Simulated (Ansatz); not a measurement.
SiSe$_{2}$:
```xyz
6
Lattice="-2.9297 4.7419 2.9190 2.9297 -4.7419 2.9190 2.9297 4.7419 -2.9190" Properties=species:S:1:pos:R:3 pbc="T T T"
Si     0.0000     0.0000     1.4595
Si     0.0000     0.0000     4.3786
Se    -1.6251     3.5438     2.9190
Se     4.5548     1.1981     0.0000
Se     1.3047     1.1981     2.9190
Se     1.6251     3.5438     0.0000
```

The program Ansatz at the PBE+D3(BJ) level (PAW) gives a gap of 1.48 eV without spin–orbit coupling, maximum on the Σ0–Γ line, 16 % of the way from Σ0, minimum at X.

Question: What happens when spin–orbit coupling is switched on?

Answer: The gap increases by 0.01 eV, to 1.49 eV; maximum on the Σ0–Γ line, 16 % of the way from Σ0, minimum at X.

Question: Give the electron effective mass with spin–orbit coupling.

Answer: 0.43, 0.56, 1.0 mₑ (principal values).

Question: Give the hole effective mass with spin–orbit coupling.

Answer: 0.85, 1.3, 1.9 mₑ (principal values).

Space group Ibam. The PBE+D3(BJ) relaxation kept the symmetry of its start; of distortions, only those at the zone centre were tested.

Potentials: the later of the program's two PAW sets.
